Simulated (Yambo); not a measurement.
CsHF2 (space group I4/mcm, No. 140), G0W0@PBEsol in Yambo with this input:

```
rim_cut
gw0
dyson
el_el_corr
HF_and_locXC
ppa
em1d
RandQpts= 1000000
RandGvec= 1 Ry
EXXRLvcs= 84 Ry
VXCRLvcs= 336 Ry
Chimod= "HARTREE"
% BndsRnXp
 1 | 207 |
%
NGsBlkXp= 7 Ry
% LongDrXp
 1.0 | 1.0 | 1.0 |
%
PPAPntXp= 27.2114 eV
% GbndRnge
 1 | 207 |
%
GTermKind= "BG"
DysSolver= "n"
ExtendOut
```

On a 2×2×2 mesh, with wavefunctions cut at 84 Ry, the gap (Γ → Γ) is 10.078 eV and the valence edge shifts by -2.501 eV.

What happens with this change: 1 Ry block?

The gap rises by 1.568 eV, to 11.646 eV; the shift of the valence edge becomes -4.046 eV. Neither run is shown to be the converged limit.

Geometry of the Materials Project entry, not relaxed at this level; primitive cell a = b = c = 5.8142 Å, α = β = 116.57°, γ = 96.04°.

The structure is a Materials Project entry; no match was found in the copy of COD used, and its stability was not checked.

A shift is the quasiparticle energy of the state minus its PBEsol energy.
